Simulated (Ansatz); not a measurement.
A scan (energy against volume; even scaling of the relaxed cell, symmetry kept) gave these values. Calculation: PBEsol (plane waves to 420 eV, PAW, scalar-relativistic; Ansatz, a quantum-chemistry and plane-wave program).

The bulk modulus at fixed cell shape B₀ (third-order Birch-Murnaghan fit) comes out as 346 GPa and the pressure derivative B₀′ (fit) is 4.8. The equilibrium volume of the fit comes out as 13.32 Å³/atom.

### Question
Of these crystals, all scanned alike, which one is it?
A. Ru (hcp, Mg type)
B. CoSn (CoSn type, space group P6/mmm)
C. CrCuO₂ (delafossite type, space group R-3m)

### Answer
A, Ru (hcp, Mg type). The others have, for the bulk modulus at fixed cell shape: CoSn 146 GPa, CrCuO2 190 GPa

All were relaxed with their symmetry unable to fall. CoSn is run without spin polarisation. CrCuO2 is run spin-polarised and with no Hubbard U. Relaxed CrCuO2 ends ferromagnetic. Ru is run without spin polarisation. The magnetic order is the one the run started from; other orders were not tried. (This holds for the magnetic or f-shell members.) With the shape held, the modulus is that of even scaling; a crystal free to change shape is softer.

(A scan under strain: stresses follow from slopes of the energy per volume, elastic moduli from its curvatures.)
